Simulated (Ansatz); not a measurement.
SnGeO3:
```xyz
5
Lattice="3.6324 0.0000 0.0000 0.0000 3.6324 0.0000 0.0000 0.0000 4.6667" Properties=species:S:1:pos:R:3 pbc="T T T"
Ge     1.8162     1.8162     2.3047
Sn     0.0000     0.0000     0.1235
O      1.8162     1.8162     4.0491
O      1.8162     0.0000     1.6753
O      0.0000     1.8162     1.6753
```

Relaxed with PBEsol. Special points in fractions of this cell's reciprocal vectors: Γ (0.000, 0.000, 0.000); X (0.000, 0.500, 0.000); M (0.500, 0.500, 0.000); Z (0.000, 0.000, 0.500); R (0.000, 0.500, 0.500); A (0.500, 0.500, 0.500).

**Question.** List the band energies nearest the Fermi level at these points for plane-wave PAW PBEsol (Ansatz code).

**Answer.** In eV from the Fermi level; about four levels below and three above (degenerate sets whole), none deeper than 8.9 eV; points with the same levels are listed once.

| k | below | above |
|---|---|---|
| Γ | -3.13 -3.13 -2.95 -2.95 -0.92 | 4.53 6.21 6.21 |
| X | -4.18 -4.17 -3.29 -2.84 | 0.22 1.86 3.73 |
| M | -4.52 -4.52 -3.10 -1.99 -1.70 | 3.78 4.73 4.73 |
| Z | -3.52 -2.81 -2.81 -1.63 | 0.48 2.05 6.22 6.22 |
| R | -4.10 -3.13 -3.09 0.00 | 3.33 4.15 4.24 |
| A | -3.10 -2.68 -2.68 -1.70 | 3.77 4.44 4.44 |

Space group P4mm. A made-up cell: these elements were put on the sites of a structure type; neither database checked (COD, Materials Project) lists it. Whether it is the stable phase at ambient conditions was not checked. The cell was relaxed with PBEsol under the symmetry of its start; whether a distortion lowers the energy is not shown. Scalar-relativistic: spin–orbit coupling is off unless named, which matters more the heavier the elements.

Potentials: the earlier of the program's two PAW sets. The files were generated under PBE; for other functionals the program regenerates the frozen cores, and for LDA and PBEsol the local potential too.
